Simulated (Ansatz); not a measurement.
NbP:
```yaml
crystal:
  lattice:
    - [3.07861, 0.00000, 0.00000]
    - [0.00000, 3.07861, 0.00000]
    - [0.00000, 0.00000, 3.07861]
  atoms:
    - { symbol: Nb, position: [0.00000, 0.00000, 0.00000] }
    - { symbol: P, position: [0.50000, 0.50000, 0.50000] }
```

Relaxed with PBEsol. Special points in fractions of this cell's reciprocal vectors: Γ (0.000, 0.000, 0.000); X (0.000, 0.500, 0.000); M (0.500, 0.500, 0.000); R (0.500, 0.500, 0.500).

List the band energies nearest the Fermi level at these points for PBEsol in the plane-wave PAW code Ansatz.

In eV from the Fermi level; about four levels below and three above (degenerate sets whole), none deeper than 8.9 eV; points with the same levels are listed once.

| k | below | above |
|---|---|---|
| Γ | -3.46 -3.46 | 0.12 0.12 0.12 |
| X | -7.78 -2.53 -2.53 -2.20 | 2.43 3.71 4.73 |
| M | -4.61 -4.61 -2.85 -0.28 -0.28 | 1.73 2.63 4.01 |
| R | -8.16 -6.78 -6.78 -6.78 | 3.63 3.63 3.63 |

Space group Pm-3m (CsCl type). The cell is a constructed one: a structure type filled with these elements; neither database checked (COD, Materials Project) lists it. COD files the formula under space group No. 141. Whether it is the stable phase at ambient conditions was not checked. The PBEsol relaxation kept the symmetry of its start; whether a distortion lowers the energy is not shown. No spin polarisation was allowed. Spin–orbit coupling is left out wherever it is not named.

Potentials: the earlier of the program's two PAW sets. The files were generated under PBE; for other functionals the program regenerates the frozen cores, and for LDA and PBEsol the local potential too.
